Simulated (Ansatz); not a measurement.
## Stress against strain in TiCd

```yaml
crystal:
  lattice:
    - [2.90400, 0.00000, 0.00000]
    - [0.00000, 2.90400, 0.00000]
    - [0.00000, 0.00000, 8.95400]
  atoms:
    - { symbol: Ti, position: [0.00000, 0.50000, 0.60800] }
    - { symbol: Ti, position: [0.50000, 0.00000, 0.39200] }
    - { symbol: Cd, position: [0.00000, 0.50000, 0.13000] }
    - { symbol: Cd, position: [0.50000, 0.00000, 0.87000] }
```

Atom numbers follow the list: Ti1, Ti2, Cd3, Cd4.

The cell comes from COD entry 1525204, which wasn't checked; take it as a given geometry.

Level of theory: Ansatz 0.2.0, DFT, PBEsol, all-electron LAPW, scalar-relativistic.

Settings: a Γ-centred 11×11×4 k mesh, Fermi–Dirac smearing of 0.08 eV, basis error target 1 meV/atom, no spin polarisation.

The strain is applied along the Cartesian axes of the cell as listed (the other components stay zero). Fractional coordinates are held (clamped ions).

σ is the change of stress from the unstrained cell, which is at -3.26 GPa; tension is positive, so slopes are stress–strain coefficients at that pressure. In a metal the k mesh adds noise.

Only quantities that a quadratic follows smoothly over the whole series are listed; rougher ones are left out.

```csv
εzz,σzz (GPa),σxx (GPa)
-0.0200,-2.71,-1.41
0.0000,0.00,0.00
0.0100,1.28,0.60
0.0200,2.51,1.15
```

Problem. Fit the series and read off the stiffness at zero strain.

Solution. Least-squares fits y = p0 + p1 x + p2 x² to the rows give σzz (GPa): p1 = 130, p2 = -250; σxx (GPa): p1 = 63.9, p2 = -320. So C33 = 130 GPa and C13 = 64 GPa, for these axes.

Problem. One run, at εzz = -0.0100, is withheld. Predict its row.

Solution. The fits give -1.33, -0.67; the run gave -1.34, -0.67.
